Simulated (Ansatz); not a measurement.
## Hg: clamped-ion strain scan

These are results of DFT PBEsol, scalar-relativistic, plane waves, PAW (Ansatz 0.2.0), not measurements. Settings: plane waves to 420 eV, k-mesh 18×18×18 (Γ-centred), Gaussian smearing 0.15 eV. Spin–orbit coupling is left out, which can shift energies with elements as heavy as these. No spin polarisation. Energies are free energies at this smearing, counted from the undisturbed cell; pressure is positive in compression.

Reference structure (as given, not relaxed at this level; it stands at -3.2 GPa; this form isn't the usual structure):

```
Hg
1.0
    -2.06969    2.06969    1.80226
     2.06969   -2.06969    1.80226
     2.06969    2.06969   -1.80226
Hg
1
Direct
  0.00000 0.00000 0.00000
```

The cell is strained by ε times the Voigt pattern (0, 1, 0, 0, 0, 0) (xx, yy, zz, yz, xz, xy; engineering shear) with fractional coordinates fixed. The cell is metallic on the mesh throughout.

| ε | ΔE (meV/atom) | stress summed along the pattern (GPa, tension positive) |
| --- | --- | --- |
| -0.0400 | -25.1 | 3.24 |
| -0.0200 | -12.6 | 3.25 |
| 0.0000 | 0.0 | 3.29 |
| 0.0100 | 6.3 | 3.29 |
| 0.0300 | 18.9 | 3.21 |